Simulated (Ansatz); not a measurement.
Data:

OsC:
```cif
data_C4Os4
_chemical_formula_sum 'Os4 C4'
_space_group_name_H-M_alt 'Fm-3m'
_space_group_IT_number 225
_space_group_name_Hall '-F 4 2 3'
_cell_length_a 4.31363
_cell_length_b 4.31363
_cell_length_c 4.31363
_cell_angle_alpha 90.000
_cell_angle_beta 90.000
_cell_angle_gamma 90.000
loop_
_atom_site_label
_atom_site_type_symbol
_atom_site_symmetry_multiplicity
_atom_site_Wyckoff_symbol
_atom_site_fract_x
_atom_site_fract_y
_atom_site_fract_z
_atom_site_occupancy
Os1 Os 4 a 0.00000 0.00000 0.00000 1
C1 C 4 b 0.50000 0.50000 0.50000 1
```
(The calculation used a cell of 2 atoms; values per cell refer to that cell.)

This is the PBEsol-relaxed structure.

Q: All from PBEsol in the plane-wave PAW code Ansatz, unless another level is named. Give the formation energy from the elements (no fitted shifts).

A: 1.33 eV/atom.

Q: Predict the density of states at the Fermi level.

A: 0.57 states/eV per atom (mean over ±0.08 eV).

Q: Give the gap with spin–orbit coupling.

A: none (metallic).

The start of the workflow was typed in or built on a structure type; neither database checked (COD, Materials Project) lists it. Whether it is the stable phase at ambient conditions was not checked. The cell was relaxed with PBEsol under the symmetry of its start. At this level the phase is dynamically unstable (imaginary phonons). No spin polarisation was allowed. Its formation energy is positive at this level, so the cell may be metastable or incomplete. The references are the lowest solids computed at this level, not always the standard phases. Scalar-relativistic: spin–orbit coupling is off unless named, which matters more the heavier the elements.

Potentials: the later of the program's two PAW sets.
